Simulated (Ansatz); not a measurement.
CdS:
```
CELL_PARAMETERS angstrom
      0.00000     2.93890     2.93890
      2.93890     0.00000     2.93890
      2.93890     2.93890     0.00000
ATOMIC_POSITIONS crystal
  S  0.75000 0.75000 0.75000
  Cd 0.00000 0.00000 0.00000
```

Tensor components refer to the Cartesian frame of this cell.

Question: Give the proper piezoelectric stress tensor with relaxed ions from plane-wave PAW r²SCAN (Ansatz code).

Answer: In C/m², rows x, y, z, Voigt columns; mesh uncertainty up to 0.00.
```
 0.00   0.00   0.00  -0.29   0.00   0.00
 0.00   0.00   0.00   0.00  -0.29   0.00
 0.00   0.00   0.00   0.00   0.00  -0.29
```

The elastic tensor of the same run (GPa):

|  | 1 | 2 | 3 | 4 | 5 | 6 |
|---|---|---|---|---|---|---|
| 1 | 72.8 | 54.4 | 54.4 | 0.0 | 0.0 | 0.0 |
| 2 | 54.4 | 72.8 | 54.4 | 0.0 | 0.0 | 0.0 |
| 3 | 54.4 | 54.4 | 72.8 | 0.0 | 0.0 | 0.0 |
| 4 | 0.0 | 0.0 | 0.0 | 25.8 | 0.0 | 0.0 |
| 5 | 0.0 | 0.0 | 0.0 | 0.0 | 25.8 | 0.0 |
| 6 | 0.0 | 0.0 | 0.0 | 0.0 | 0.0 | 25.8 |

Question: Convert to strain constants d = e·S.

Answer: In pC/N:
```
  0.0    0.0    0.0  -11.3    0.0    0.0
  0.0    0.0    0.0    0.0  -11.3    0.0
  0.0    0.0    0.0    0.0    0.0  -11.3
```

Space group F-43m (zinc blende). The cell was relaxed with r²SCAN under the symmetry of its start; phonons on a q-mesh show no instability.

Potentials: the later of the program's two PAW sets.
